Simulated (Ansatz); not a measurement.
Values for one crystal, relaxed and computed with r²SCAN in the plane-wave PAW code Ansatz; other levels are named.

```yaml
volume_per_atom: 30.34 Å³
band_gap: 0.85 eV (direct)
Pressure derivative B′: 4.6
zone_centre_stability: no imaginary mode at Γ
Highest zone-centre frequency (without LO–TO term): 183 cm^-1
debye_temperature_from_the_elastic_constants: 176 K
Young's modulus: 40.6 GPa
```

Question: Pick the material that matches.
A. Cd4TeSe3, Pmm2 (Pearson symbol oP8)
B. Bi2Te2Se, R-3m (Bi on 6c, Te on 6c, Se on 3a)
C. CdS, P6_3mc (Cd on 2a, Cd on 2b, S on 2a, S on 2b)
D. MgSe, wurtzite

Answer: A, Cd4TeSe3, Pmm2 (Pearson symbol oP8)

The workflow started from a Materials Project entry (that database holds measured and hypothetical structures alike); the Crystallography Open Database copy checked does not list it. Whether it is the stable phase at ambient conditions was not checked. The r²SCAN relaxation kept the symmetry of its start. Scalar-relativistic: spin–orbit coupling is off unless named, which matters more the heavier the elements.

Potentials: the later of the program's two PAW sets.
